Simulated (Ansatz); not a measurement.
Relaxed Ti (hcp, Mg type):

```yaml
crystal:
  lattice:
    - [2.93588, 0.00000, 0.00000]
    - [-1.46794, 2.54255, 0.00000]
    - [0.00000, 0.00000, 4.63656]
  atoms:
    - { symbol: Ti, position: [0.33333, 0.66667, 0.75000] }
    - { symbol: Ti, position: [0.66667, 0.33333, 0.25000] }
```

In this cell atom 2 (Ti, nearest neighbour Ti at 2.872 Å; its periodic images, 2.9 Å or more away, move with it) is moved by s along Cartesian x, unit vector (1.000, 0.000, 0.000); all other atoms and the cell stay fixed.

Method: r2SCAN (plane waves to 500 eV, PAW, scalar-relativistic; Ansatz, a first-principles code). k mesh 15×15×8 (Γ-centred), Fermi-Dirac smearing 0.05 eV. Energies are smeared free energies. With partly filled bands, energies and forces of such displacements shift with the k mesh and the smearing. Ti is run without spin polarisation. Ti was relaxed with its symmetry unable to fall. ΔE is measured from the undisplaced structure.

Task: What ΔE (meV/cell) does the calculation give at s (Å) = -0.860, -0.688, -0.344, 0.172, 0.516?

Result: 
```json
[
 {"s (Å)": "-0.860", "ΔE (meV/cell)": "351"},
 {"s (Å)": "-0.688", "ΔE (meV/cell)": "267"},
 {"s (Å)": "-0.344", "ΔE (meV/cell)": "96"},
 {"s (Å)": "0.172", "ΔE (meV/cell)": "28"},
 {"s (Å)": "0.516", "ΔE (meV/cell)": "177"}
]
```

(For displaced atoms, the force is minus the slope of the energy, and its curvature is a force constant, which sets phonon frequencies.)
